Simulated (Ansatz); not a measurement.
Cu Kα1 powder pattern (kinematic, no thermal factors).
```
2θ (°)  relative intensity
 12.58                 100
 26.57                   2
 26.72                   4
 29.29                  37
 29.74                  72
 36.69                  19
 36.97                  17
 37.31                  36
 37.36                   8
 38.38                   1
 47.00                  26
 47.17                  25
 47.29                  13
 47.70                  12
 48.65                   7
 49.05                   6
 49.13                   7
 51.98                   8
 56.60                  11
 56.62                   6
 59.16                   3
 59.78                   1
 60.74                   2
 61.30                   9
 61.67                   4
 61.76                   4
 66.43                   3
 68.15                   4
 69.43                   8
 72.03                   6
 72.36                   1
 72.89                   6
 73.23                   3
 73.30                   5
 76.11                   5
 76.79                   5
 77.00                   5
 79.54                   1
 80.07                   4
 80.38                   2
 81.05                   2
 81.09                   2
 81.20                   4
 81.26                   4
 84.54                   3
 85.52                   3
 86.07                   3
 87.10                   4
 87.15                   2
 87.66                   2
 87.78                   4
 87.91                   4
 88.26                   4
 88.64                   4
 89.01                   1
 89.31                   1
```

The pattern is computed from a structure relaxed with DFT PBE, scalar-relativistic, plane waves, PAW in Ansatz 0.2.0. No spin polarisation. Its elements are Hf, Se, Sn.

**Question.** Give the structure.

**Answer.** HfSn$_{3}$Se$_{8}$.
Space group C2/m (No. 12). a = 15.687 Å, b = 3.841 Å, c = 13.413 Å, α = 90.00°, β = 116.31°, γ = 90.00°
| atom | site | symmetry | x | y | z |
| --- | --- | --- | --- | --- | --- |
| Hf | 2a | 2/m | 0.0000 | 0.0000 | 0.0000 |
| Sn | 4i | m | 0.0034 | 0.5000 | 0.7525 |
| Sn | 2c | 2/m | 0.0000 | 0.0000 | 0.5000 |
| Se | 4i | m | 0.8853 | 0.0000 | 0.1049 |
| Se | 4i | m | 0.3886 | 0.0000 | 0.8626 |
| Se | 4i | m | 0.8889 | 0.0000 | 0.6118 |
| Se | 4i | m | 0.8853 | 0.5000 | 0.3592 |

A pattern alone doesn't exclude other cells with like lines; this is the one computed.

The cell was found from a structure generator's guess, not taken from experiment. No dispersion correction is applied, so the spacing between layers, chains or molecules is poorly fixed.
